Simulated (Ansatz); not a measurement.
Values for one crystal, relaxed and computed with the program Ansatz at the r²SCAN level (PAW); other levels are named.

| Property | Value |
|---|---|
| Volume per atom | 16.06 Å³ |
| Band gap | 3.87 eV (indirect) |
| Valence-band maximum | at Γ |
| Smallest direct gap on the standard path | 4.05 eV |
| Conduction-band minimum | at C (k = 0.292, 0.292, 0.000 in fractions of the reciprocal vectors) (2 equivalent valleys) |
| Formation energy from the elements (no fitted shifts) | -1.95 eV/atom |

**Question.** Which compound is it?
A) La2O3, La2O3 or Ni2Al3 type
B) MgMnO3, R-3 (Mg on 6c, Mn on 6c, O on 18f)
C) ZrO2, P2_1/c (Zr on 4e, O on 4e, O on 4e)
D) La2Te4O11, C2/c (Pearson symbol mS68)

**Answer.** D, La2Te4O11, C2/c (Pearson symbol mS68)

The first step of the workflow began from a Materials Project structure, measured or hypothetical; the Crystallography Open Database files this formula in space group No. 15, but the cells were not matched. Whether it is the stable phase at ambient conditions was not checked. The cell was relaxed with r²SCAN under the symmetry of its start; its stability against distortions is not shown here. The references are the lowest solids computed at this level, not always the standard phases (solids in place of the gases). Scalar-relativistic: spin–orbit coupling is off unless named, which matters more the heavier the elements.

Potentials: the later of the program's two PAW sets.
